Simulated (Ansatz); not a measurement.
MnIr:
```xyz
4
Lattice="3.8757 0.0000 0.0000 0.0000 3.8757 0.0000 0.0000 0.0000 3.6145" Properties=species:S:1:pos:R:3 pbc="T T T"
Mn     0.0000     0.0000     0.0000
Mn     1.9378     1.9378     0.0000
Ir     1.9378     0.0000     1.8073
Ir     0.0000     1.9378     1.8073
```
The run is spin-polarised; directions of the spins, atom by atom: ↑ ↓ 0 0.

Relaxed with r²SCAN.

### Question
Which orbitals make up the states near the Fermi level in the program Ansatz at the r²SCAN level (PAW)?

### Answer
Within 0.5 eV of the Fermi level: Ir 5d 59 %, Mn 3d 30 %. Projections are on Löwdin-orthogonalised atomic valence shells; empty p or d shells of many metals are not among them.

### Question
Tabulate the density of states.

### Answer
States/eV per cell of 4 atoms, in 0.25 eV bins, energy from the Fermi level.

```tsv
E (eV)	total	Ir 5d	Mn 3d	Ir 6s
-7.85	0.55	0.04	0.01	0.30
-7.60	0.64	0.07	0.02	0.35
-7.35	0.73	0.09	0.03	0.38
-7.10	0.80	0.13	0.05	0.40
-6.85	1.05	0.28	0.11	0.42
-6.60	1.75	0.67	0.28	0.51
-6.35	2.52	1.11	0.47	0.60
-6.10	2.83	1.42	0.53	0.49
-5.85	3.97	2.26	0.87	0.38
-5.60	4.66	2.54	1.15	0.31
-5.35	5.59	3.27	1.52	0.26
-5.10	5.22	3.17	1.59	0.19
-4.85	5.57	3.45	1.72	0.18
-4.60	4.73	2.84	1.61	0.10
-4.35	3.81	2.20	1.36	0.07
-4.10	4.31	2.48	1.51	0.10
-3.85	4.74	2.32	2.12	0.09
-3.60	6.74	3.27	3.02	0.16
-3.35	5.31	2.44	2.40	0.18
-3.10	5.49	2.18	2.83	0.17
-2.85	4.42	1.78	2.22	0.15
-2.60	7.35	3.38	3.51	0.16
-2.35	6.50	3.07	3.02	0.13
-2.10	4.90	2.44	2.10	0.14
-1.85	7.13	3.62	3.04	0.19
-1.60	5.32	2.97	1.92	0.13
-1.35	4.78	2.92	1.42	0.10
-1.10	3.37	1.97	0.96	0.08
-0.85	3.72	1.95	1.01	0.12
-0.60	3.57	1.60	1.11	0.12
-0.35	2.11	1.07	0.63	0.06
-0.10	1.84	1.09	0.51	0.04
0.15	2.21	1.42	0.63	0.03
0.40	3.22	2.05	1.01	0.04
0.65	1.83	1.09	0.63	0.03
0.90	0.79	0.25	0.42	0.02
1.15	1.91	0.32	1.37	0.04
1.40	5.06	0.90	3.58	0.13
1.65	5.26	0.96	3.69	0.25
1.90	6.61	1.39	4.79	0.16
2.15	7.42	1.47	5.53	0.14
2.40	5.97	1.29	4.12	0.15
2.65	4.48	0.87	2.94	0.16
2.90	2.17	0.33	1.33	0.11
3.15	1.11	0.18	0.59	0.06
3.40	0.70	0.15	0.24	0.08
3.65	0.82	0.21	0.22	0.14
3.90	0.96	0.19	0.29	0.15
4.15	1.38	0.21	0.48	0.22
4.40	1.60	0.22	0.51	0.25
4.65	1.31	0.17	0.34	0.19
```

Space group P4/mmm (L1₀ or tetragonal B2). The start of the workflow was typed in or built on a structure type; the Crystallography Open Database files this formula in space group No. 123, but the cells were not matched. Whether it is the stable phase at ambient conditions was not checked. Symmetry was held in the r²SCAN relaxation, as lowered by the spin order; its stability against distortions is not shown here. Magnetic state: antiferromagnetic, chosen from 5 collinear starts compared on coarse meshes (ties went to the first, and starts can fall back to one state), not a proven ground state. Other orbital occupations within this spin state were not tried. Scalar-relativistic: spin–orbit coupling is off unless named, which matters more the heavier the elements.

Potentials: the earlier of the program's two PAW sets. The files were generated under PBE; for other functionals the program regenerates the frozen cores, and for LDA and PBEsol the local potential too.
